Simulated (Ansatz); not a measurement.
The relaxed structure here is a generated cell of Co2Si: the first start was made by placing the elements on the sites of a structure type, and the end was not matched to a known phase here, so it may be hypothetical.

One starting cell of Co$_{2}$Si (a generated cell, Co2Si placed in the Cu2Sb structure type) was relaxed twice with Ansatz (plane waves, PAW, scalar-relativistic): with r2SCAN at 500 eV and with PBE at 420 eV. The r2SCAN result:

```yaml
crystal:
  lattice:
    - [3.44643, 0.00000, 0.00000]
    - [0.00000, 3.44643, 0.00000]
    - [0.00000, 0.00000, 5.67358]
  atoms:
    - { symbol: Co, position: [0.00000, 0.00000, 0.00000] }
    - { symbol: Co, position: [0.50000, 0.50000, 0.00000] }
    - { symbol: Co, position: [0.50000, 0.00000, 0.34037] }
    - { symbol: Co, position: [0.00000, 0.50000, 0.65963] }
    - { symbol: Si, position: [0.50000, 0.00000, 0.73742] }
    - { symbol: Si, position: [0.00000, 0.50000, 0.26258] }
```

```tsv
quantity	r2SCAN	PBE
space group	P4/nmm	P4/nmm
volume (Å³/atom)	11.23	?
a (Å)	3.446	?
c (Å)	5.674	?
gap (eV, no spin-orbit coupling)	0.00	?
spin order	ferromagnetic	?
net moment (μB/atom)	0.63	?
```

Question: What does PBE give for the same quantities?

Answer: 
- volume (Å³/atom), PBE: 11.44
- a (Å), PBE: 3.455
- c (Å), PBE: 5.751
- gap (eV, no spin-orbit coupling), PBE: 0.00
- spin order, PBE: ferromagnetic
- net moment (μB/atom), PBE: 0.55

Both levels end in the same structure; PBE's volume is 1.9 % larger. Neither column is exact.

Spin states reached: ferromagnetic; spin orders were not searched systematically. r2SCAN tends to overstate moments in metals.

The run could not lose the symmetry of its start, so the end can be a saddle point.

Ansatz is a quantum-chemistry and plane-wave program.
